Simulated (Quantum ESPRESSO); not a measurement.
Mg4S3, input and log of a self-consistent run

Computed values, not a measurement. The program is pw.x of Quantum ESPRESSO 7.5 (plane-wave density functional theory). The cell is made up: 7 atoms on a rocksalt lattice with one site empty, with randomly drawn elements, strain and displacements, not relaxed. PseudoDojo standard norm-conserving files (v0.5 for PBE, v0.4.1 for LDA and PBEsol) set the functional; there is no spin polarisation, spin-orbit coupling or dispersion term, and the masses in the input are unused placeholders. A spin-polarised start on this cell or one of its family kept no moment.

Input:

```
&control calculation='scf', pseudo_dir='./dojo.nc.sr.pbe.v0_5.standard.upf', outdir='./o', disk_io='low', tprnfor=.true., tstress=.true. /
&system ibrav=0, nat=7, ntyp=2, nbnd=39, ecutwfc=84.00895049, nosym=.true., tot_charge=0,
 occupations='smearing', smearing='fd', degauss=0.0073498644
/
&electrons conv_thr=7.350e-09, electron_maxstep=60, /
ATOMIC_SPECIES
Mg 1.0 Mg.upf
S 1.0 S.upf
CELL_PARAMETERS angstrom
5.2954 -0.0544 0.0096
-0.0544 5.2528 -0.0042
0.0096 -0.0042 5.2589
ATOMIC_POSITIONS angstrom
Mg 0.0963 0.0459 0.0448
Mg -0.0586 2.5809 2.6285
Mg 2.6109 0.0206 2.6767
Mg 2.6077 2.5367 0.0054
S 2.6503 -0.0115 0.0189
S 2.7042 2.5877 2.6416
S 5.2723 2.5471 0.0405
K_POINTS automatic
6 6 6 1 1 1
```

The log is shortened where brackets say so; the opening notice, blank lines, dates and the lines on written files are dropped, and the path of the files is cut. It prints rydbergs, bohrs and kilobars, and counts compression as positive stress.

```
     Program PWSCF v.7.5
     Parallel version (MPI & OpenMP), running on       4 processor cores
     Number of MPI processes:                 4
     Threads/MPI process:                     1
     [start-up lines left out]
     bravais-lattice index     =            0
     lattice parameter (alat)  =      10.0074  a.u.
     unit-cell volume          =     987.0366 (a.u.)^3
     number of atoms/cell      =            7
     number of atomic types    =            2
     number of electrons       =        58.00
     number of Kohn-Sham states=           39
     kinetic-energy cutoff     =      84.0090  Ry
     charge density cutoff     =     336.0358  Ry
     scf convergence threshold =      7.3E-09
     mixing beta               =       0.7000
     number of iterations used =            8  plain     mixing
     Exchange-correlation= PBE
                           (   1   4   3   4   0   0   0)
     [axes and pseudopotential details left out]
   Cartesian axes
     site n.     atom                  positions (alat units)
         1        Mg     tau(   1) = (   0.0181846   0.0086674   0.0084597  )
         2        Mg     tau(   2) = (  -0.0110656   0.4873588   0.4963472  )
         3        Mg     tau(   3) = (   0.4930237   0.0038900   0.5054489  )
         4        Mg     tau(   4) = (   0.4924195   0.4790123   0.0010197  )
         5        S      tau(   5) = (   0.5004638  -0.0021716   0.0035689  )
         6        S      tau(   6) = (   0.5106419   0.4886428   0.4988209  )
         7        S      tau(   7) = (   0.9955836   0.4809762   0.0076477  )
     number of k points=   108  Fermi-Dirac smearing, width (Ry)=  0.0073
     Number of k-points >= 100: set verbosity='high' to print them.
     Dense  grid:   102573 G-vectors     FFT dimensions: (  60,  60,  60)
     Estimated max dynamical RAM per process >     325.12 MB
     Estimated total dynamical RAM >       1.20 GB
     Initial potential from superposition of free atoms
     starting charge      57.9967, renormalised to      58.0000
     Starting wfcs are   32 randomized atomic wfcs +    7 random wfcs
     total cpu time spent up to now is        5.6 secs
     per-process dynamical memory:   283.9 Mb
     Self-consistent Calculation
     iteration #  1     ecut=    84.01 Ry     beta= 0.70
     Davidson diagonalization with overlap
     ethr =  1.00E-02,  avg # of iterations =  6.1
     Threshold (ethr) on eigenvalues was too large:
     Diagonalizing with lowered threshold
     Davidson diagonalization with overlap
     ethr =  5.68E-04,  avg # of iterations =  2.1
     total cpu time spent up to now is       35.9 secs
     total energy              =    -541.61448091 Ry
     estimated scf accuracy    <       0.32684117 Ry
     iteration #  2     ecut=    84.01 Ry     beta= 0.70
     Davidson diagonalization with overlap
     ethr =  5.64E-04,  avg # of iterations =  4.1
     total cpu time spent up to now is       51.0 secs
     total energy              =    -541.69991688 Ry
     estimated scf accuracy    <       0.10570962 Ry
     iteration #  3     ecut=    84.01 Ry     beta= 0.70
     Davidson diagonalization with overlap
     ethr =  1.82E-04,  avg # of iterations =  2.3
     total cpu time spent up to now is       64.1 secs
     total energy              =    -541.72120658 Ry
     estimated scf accuracy    <       0.00164229 Ry
     iteration #  4     ecut=    84.01 Ry     beta= 0.70
     Davidson diagonalization with overlap
     c_bands:  1 eigenvalues not converged
     ethr =  2.83E-06,  avg # of iterations =  8.1
     total cpu time spent up to now is       82.8 secs
     total energy              =    -541.72134125 Ry
     estimated scf accuracy    <       0.00022389 Ry
     iteration #  5     ecut=    84.01 Ry     beta= 0.70
     Davidson diagonalization with overlap
     ethr =  3.86E-07,  avg # of iterations =  2.1
     total cpu time spent up to now is       95.3 secs
     total energy              =    -541.72139091 Ry
     estimated scf accuracy    <       0.00002601 Ry
     iteration #  6     ecut=    84.01 Ry     beta= 0.70
     Davidson diagonalization with overlap
     ethr =  4.49E-08,  avg # of iterations =  2.0
     total cpu time spent up to now is      107.6 secs
     total energy              =    -541.72139574 Ry
     estimated scf accuracy    <       0.00000076 Ry
     iteration #  7     ecut=    84.01 Ry     beta= 0.70
     Davidson diagonalization with overlap
     ethr =  1.30E-09,  avg # of iterations =  3.4
     total cpu time spent up to now is      121.0 secs
     total energy              =    -541.72139602 Ry
     estimated scf accuracy    <       0.00000013 Ry
     iteration #  8     ecut=    84.01 Ry     beta= 0.70
     Davidson diagonalization with overlap
     ethr =  2.30E-10,  avg # of iterations =  2.0
     total cpu time spent up to now is      133.3 secs
     total energy              =    -541.72139604 Ry
     estimated scf accuracy    <       0.00000002 Ry
     iteration #  9     ecut=    84.01 Ry     beta= 0.70
     Davidson diagonalization with overlap
     ethr =  4.03E-11,  avg # of iterations =  2.0
     total cpu time spent up to now is      145.9 secs
     End of self-consistent calculation
     Number of k-points >= 100: set verbosity='high' to print the bands.
     the Fermi energy is     7.0771 ev
!    total energy              =    -541.72139604 Ry
     estimated scf accuracy    <          1.9E-09 Ry
     smearing contrib. (-TS)   =      -0.00074251 Ry
     internal energy E=F+TS    =    -541.72065352 Ry
     The total energy is F=E-TS. E is the sum of the following terms:
     one-electron contribution =    -380.53746944 Ry
     hartree contribution      =     187.83740821 Ry
     xc contribution           =     -82.41240843 Ry
     ewald contribution        =    -266.60818386 Ry
     convergence has been achieved in   9 iterations
     Forces acting on atoms (cartesian axes, Ry/au):
     atom    1 type  1   force =    -0.01049193   -0.00936203    0.00072123
     atom    2 type  1   force =     0.01117152   -0.00010962    0.00338697
     atom    3 type  1   force =    -0.00280062   -0.00818350   -0.00341842
     atom    4 type  1   force =     0.00294229    0.01012212    0.00101297
     atom    5 type  2   force =     0.00944963   -0.01072830    0.00200412
     atom    6 type  2   force =    -0.01363289    0.00805101    0.00130482
     atom    7 type  2   force =     0.00336200    0.01021031   -0.00501167
     Total force =     0.033684     Total SCF correction =     0.000082
     Computing stress (Cartesian axis) and pressure
          total   stress  (Ry/bohr**3)                   (kbar)     P=      -29.03
  -0.00020242   0.00005578  -0.00001145          -29.78        8.21       -1.68
   0.00005578  -0.00018278   0.00000452            8.21      -26.89        0.66
  -0.00001145   0.00000452  -0.00020680           -1.68        0.66      -30.42
     init_run     :      5.08s CPU      5.33s WALL (       1 calls)
     electrons    :    139.21s CPU    140.30s WALL (       1 calls)
     forces       :      1.95s CPU      1.96s WALL (       1 calls)
     stress       :      7.15s CPU      7.15s WALL (       1 calls)
     [timing details left out]
     PWSCF        :   2m33.78s CPU   2m35.27s WALL
     JOB DONE.
```

In other units: free energy -7370.495 eV for the cell, pressure -2.90 GPa, largest force component 0.351 eV/Å. A rerun of this cell at 1437 eV and a 8 x 8 x 8 mesh moved values by no more than 0.004 eV in energy, 0.03 GPa in stress and 0.006 eV/Å in force.